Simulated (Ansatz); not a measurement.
Input and command of a plane-wave DFT calculation in Ansatz:

```yaml
crystal:
  lattice:
    - [0.0, 3.0737966297, 3.0737966297]
    - [3.0737966297, 0.0, 3.0737966297]
    - [3.0737966297, 3.0737966297, 0.0]
  atoms:
    - { symbol: Si, position: [0.25, 0.25, 0.25] }
    - { symbol: Si, position: [0.75, 0.75, 0.75] }
    - { symbol: As, position: [0.0, 0.0, 0.0] }
basis:
  ecutwfc: 420
kpoints:
  mp_grid: { grid: [14, 14, 14] }
hamiltonian:
  xc: pbe
scf:
  occupations: { method: gaussian, width: 0.1 }
output:
  forces: true
  stress: true
  eigenvalues: true
  write_density: true
  write_potential: true
  elf: true
  volumetric_format: npy
relax:
  adjacent_minimum: "off"
  f_tol: 0.01
  max_steps: 80
  cell: { stress_tol: 0.05 }
```

```bash
ansatz run input.yaml --threads 1 --pin off --max-ram 2560MiB --backend cpu --events-out ev --progress --plain --runs-dir out
```

Processor: Intel(R) Xeon(R) Platinum 8488C (Sapphire Rapids), 1 thread, on a host shared with other jobs.

Problem. How long does it run, and how much memory does it take?

Solution. About 16 s on 1 thread of Intel(R) Xeon(R) Platinum 8488C (Sapphire Rapids), on a shared host, peak memory 0.44 GiB. It solves 16 bands at 104 k points (the mesh reduced by the symmetry that the task leaves, which can be less than the crystal's) with about 1139 plane waves (on the last cell), in 20 SCF iterations over 4 ionic steps.
